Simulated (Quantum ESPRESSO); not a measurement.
# Where does C sit best among Ge sites?

Calculated results; nothing here was measured. They come from pw.x of Quantum ESPRESSO 7.5, a plane-wave density functional program, with PseudoDojo standard norm-conserving files (v0.5 for PBE, v0.4.1 for LDA and PBEsol). The cells are made up: elements, strain and atom displacements were drawn at random, and nothing was relaxed. There is no spin polarisation, spin-orbit coupling or dispersion term.

The cell has 8 sites of a zincblende or diamond lattice. Sites 1 to 4 hold Si Si Ge Ge; sites 5 to 8 hold X X X X. Cell vectors in Å: (5.716, 0.025, -0.075); (0.025, 5.744, 0.032); (-0.075, 0.032, 5.858). Settings: PBE, cutoff 1116 eV, 6 x 6 x 6 k mesh shifted by half a step, Fermi-Dirac smearing of 0.1 eV.

In each run one of the sites marked X holds C and the others hold Ge; cell and positions stay the same. E is the free energy of the cell.

| site of the guest | first shell | mean distance (Å) | E above the lowest (eV) | P (GPa) | force on the guest (eV/Å) |
| --- | --- | --- | --- | --- | --- |
| 5 | Ge2Si2 | 2.478 | 0.069 | -7.38 | 0.532 |
| 6 | Ge2Si2 | 2.456 | 0.000 | -7.56 | 0.393 |
| 7 | Ge2Si2 | 2.585 | 0.844 | -5.95 | 0.406 |
| 8 | Ge2Si2 | 2.509 | 0.253 | -7.09 | 1.113 |

A rerun of one of these cells at 1347 eV and k mesh 8 x 8 x 8 moved values by no more than 0.002 eV in the cell's energy, 0.02 GPa in stress and 0.004 eV/Å in force.

## Reading the table

Site 6 is lowest, by 0.069 eV, over three times the rerun's bound. A straight line of energy against the mean distance has a slope of 6.8 ± 0.7 eV/Å, so the guest costs less on the tighter sites. The positions are random and not relaxed, so the differences hold for this frozen cell and are not site preferences of a real crystal.